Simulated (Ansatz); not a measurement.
Relaxed-ion elastic tensor of Ga2O3 in space group Cmcm (No. 63; Ga on 4c, Ga on 4a, O on 8f, O on 4c) in GPa (Voigt order), r²SCAN in the plane-wave PAW code Ansatz; density 6.75 g/cm³, 9.22 Å³ per atom.

```
 554  94.4   121   0.0   0.0   0.0
94.4   411   113   0.0   0.0   0.0
 121   113   233   0.0   0.0   0.0
 0.0   0.0   0.0  39.2   0.0   0.0
 0.0   0.0   0.0   0.0  -252   0.0
 0.0   0.0   0.0   0.0   0.0  -598
```

### Question
Is the crystal mechanically stable?

### Answer
No: the smallest eigenvalue of C is -598 GPa.

The workflow started from a Materials Project entry (that database holds measured and hypothetical structures alike); the Crystallography Open Database copy checked does not list it. It is not the phase usual at ambient conditions (space group No. 12, 167). Symmetry was held in the r²SCAN relaxation. At this level the phase is dynamically unstable (imaginary phonons).

Potentials: the later of the program's two PAW sets.
